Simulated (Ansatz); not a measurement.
LiF:
```xyz
2
Lattice="0.0000 1.9948 1.9948 1.9948 0.0000 1.9948 1.9948 1.9948 0.0000" Properties=species:S:1:pos:R:3 pbc="T T T"
Li     0.0000     0.0000     0.0000
F      1.9948     1.9948     1.9948
```

Cartesian axes are those of the cell as given.

Question: Give the high-frequency dielectric tensor and the Born effective charge tensors of the independent atoms from DFPT, plane-wave PAW r²SCAN (Ansatz code).

Answer: 
ε∞:
```
1.99  0.00  0.00
0.00  1.99  0.00
0.00  0.00  1.99
```
Z* of atom 1 (Li), rows: field, columns: displacement, in e:
```
1.04  0.00  0.00
0.00  1.04  0.00
0.00  0.00  1.04
```
Z* of atom 2 (F), rows: field, columns: displacement, in e:
```
-1.04   0.00   0.00
 0.00  -1.04   0.00
 0.00   0.00  -1.04
```

Static charges for comparison (Bader): Li1 +0.91, F2 -0.91 e. Born charges measure polarisation by displacement and can exceed these by far.

Space group Fm-3m (rock salt). The cell was relaxed with r²SCAN under the symmetry of its start.

Potentials: the earlier of the program's two PAW sets.
